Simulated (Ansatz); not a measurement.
## Calculated ⁶¹Ni nuclear quadrupole resonance for SiNi

Cell: a measured structure from the Crystallography Open Database (COD), taken as it stands.

```cif
data_SiNi
_symmetry_space_group_name_H-M 'Pnma'
_symmetry_Int_Tables_number 62
_cell_length_a 5.1731
_cell_length_b 3.3381
_cell_length_c 5.6049
_cell_angle_alpha 90.000
_cell_angle_beta 90.000
_cell_angle_gamma 90.000
loop_
_atom_site_label
_atom_site_type_symbol
_atom_site_symmetry_multiplicity
_atom_site_Wyckoff_symbol
_atom_site_fract_x
_atom_site_fract_y
_atom_site_fract_z
Si Si 4 c 0.3213 0.7500 0.0825
Ni Ni 4 c 0.0078 0.2500 0.1875
```

One atom of each set is listed.

The numbers come from a DFT calculation in Ansatz (PBE, plane waves and PAW, scalar-relativistic, collinear spin, 420 eV cutoff, Γ-centred 9×13×8 k-points, Fermi–Dirac smearing 0.02 eV). Start moments as typed (μB): 1.5 on each Ni, none on the rest.

⁶¹Ni: I = 3/2, Q = 162.0 mb (year-2017 value). Static lattice, zero field.

**Question.** At which frequencies do the ⁶¹Ni NQR lines lie?

**Answer.** For I = 3/2 there is one line, ν = (|C_Q|/2)(1 + η²/3)^½.

```csv
site,atoms,V_zz (10²¹ V/m²),C_Q (MHz),η,line frequencies (MHz)
Ni,4,-0.71,-2.76,0.47,1.43
```

With no gap above 0.1 eV, as in a metal, the gradients converge slowly in k; expect changes of a tenth or more on a denser mesh. With these PAW files V_zz is typically within 2 to 3 % of all-electron values, but misses above 10 % occur on Ni. The start moments die out, and the run ends without spin.
